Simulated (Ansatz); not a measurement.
A geometry of BeAu away from equilibrium: the start of the relaxation of a generated cell, BeAu placed in the AFLOW prototype AB_oP8_62_c_c (B31, as in MnP). These are PBEsol (plane waves to 420 eV, PAW, scalar-relativistic; Ansatz, an electronic-structure program) values and carry that method's errors. Γ-centred k-mesh 6×10×6 on the run's cell (coarser than for final values), Fermi–Dirac smearing 0.05 eV.

```xyz
8
Lattice="5.3214 0.0000 0.0000 0.0000 3.2286 0.0000 0.0000 0.0000 5.9930" Properties=species:S:1:pos:R:3 pbc="T T T"
Be     2.6905     0.8071     4.1664
Be     0.0298     0.8071     4.8232
Be     2.6309     2.4214     1.8267
Be     5.2916     2.4214     1.1698
Au     3.6606     0.8071     0.4171
Au     0.9999     0.8071     2.5794
Au     1.6608     2.4214     5.5759
Au     4.3215     2.4214     3.4136
```

Task: Give the Cartesian forces on all atoms (eV/Å).

Result: 
| atom | Fx | Fy | Fz |
|---|---|---|---|
| Be1 | 0.53 | 0.00 | -0.45 |
| Be2 | 0.53 | 0.00 | 0.45 |
| Be3 | -0.53 | 0.00 | 0.45 |
| Be4 | -0.53 | 0.00 | -0.45 |
| Au5 | 1.15 | 0.00 | 0.62 |
| Au6 | 1.15 | 0.00 | -0.62 |
| Au7 | -1.15 | 0.00 | -0.62 |
| Au8 | -1.15 | 0.00 | 0.62 |

Task: What is the pressure?

Result: +9.5 GPa, compression positive.

Task: How much energy per atom can still be gained by relaxing?

Result: 0.19 eV/atom; the path ends in Pnma (No. 62).

No spin polarisation in the result.

The run could not lose the symmetry of its start; a randomly shaken copy of 8 atoms returns to this structure.

The end of the path is a generated cell of BeAu: the first start was made by placing the elements on the sites of a structure type, and the end was not matched to a known phase here, so it may be hypothetical.
